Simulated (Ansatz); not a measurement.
Relaxed SnO2 (rutile):

```yaml
crystal:
  lattice:
    - [4.82756, 0.00000, 0.00000]
    - [0.00000, 4.82756, 0.00000]
    - [0.00000, 0.00000, 3.23791]
  atoms:
    - { symbol: Sn, position: [0.00000, 0.00000, 0.00000] }
    - { symbol: Sn, position: [0.50000, 0.50000, 0.50000] }
    - { symbol: O, position: [0.30660, 0.30660, 0.00000] }
    - { symbol: O, position: [0.80660, 0.19340, 0.50000] }
    - { symbol: O, position: [0.19340, 0.80660, 0.50000] }
    - { symbol: O, position: [0.69340, 0.69340, 0.00000] }
```

Two-dimensional scan of atom 5 (O, nearest neighbour Sn at 2.089 Å; its periodic images, 3.2 Å or more away, move with it): u runs along (0.707, 0.707, 0.000), v along (0.000, 0.000, 1.000) (Cartesian). Cell and other atoms are fixed.

Level of theory: PBE (plane waves to 420 eV, PAW, scalar-relativistic; Ansatz, a program for electronic structure). k mesh 6×6×8 (Γ-centred), Fermi-Dirac smearing 0.05 eV. E stands for the smeared free energy. SnO2 was relaxed with its symmetry unable to fall. The PAW data are Ansatz's earlier set. The zero of ΔE is the undisplaced structure. Axes are in Å.

Q: Estimate the ΔE (meV/cell) for all points of the grid u = -0.520, -0.347, -0.173, 0.000, 0.173, 0.347, 0.520 by v = -0.520, -0.347, -0.173, 0.000, 0.173, 0.347, 0.520.

A: ΔE (meV/cell), with u across and v down:

```tsv
v \ u	-0.520	-0.347	-0.173	0.000	0.173	0.347	0.520
-0.520	1876	1784	1776	1782	1776	1784	1876
-0.347	1101	877	769	739	769	877	1101
-0.173	672	381	225	177	225	381	672
0.000	535	224	54	0	54	224	535
0.173	672	381	225	177	225	381	672
0.347	1101	877	769	739	769	877	1101
0.520	1876	1784	1776	1782	1776	1784	1876
```

(For displaced atoms, the force is minus the slope of the energy, and its curvature is a force constant, which sets phonon frequencies.)
